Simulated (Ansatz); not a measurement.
Input:

BeS:
```xyz
4
Lattice="3.3000 0.0000 0.0000 -1.6500 2.8579 0.0000 0.0000 0.0000 5.2547" Properties=species:S:1:pos:R:3 pbc="T T T"
Be     0.0000     0.0000     0.0000
Be     0.0000     0.0000     2.6274
S      0.0000     1.9052     1.3137
S      1.6500     0.9526     3.9410
```

This is the r²SCAN-relaxed structure. Tensor components refer to the Cartesian frame of this cell.

Task: All from r²SCAN (plane waves, PAW; program Ansatz), unless another level is named. Estimate the bulk modulus (Birch–Murnaghan fit).

Result: 112 GPa.

Task: What about the elastic constants (relaxed ions, GPa)?

Result: C11 = 196, C12 = 103, C13 = 39.7, C33 = 252, C44 = 12.8.

Space group P6_3/mmc (NiAs type). The start of the workflow was typed in or built on a structure type; neither database checked (COD, Materials Project) lists it. COD files the formula under space group No. 216, so this cell is another polymorph or a model. Its standing as an ambient phase is unchecked. The cell was relaxed with r²SCAN under the symmetry of its start; whether a distortion lowers the energy is not shown.

Potentials: the earlier of the program's two PAW sets.
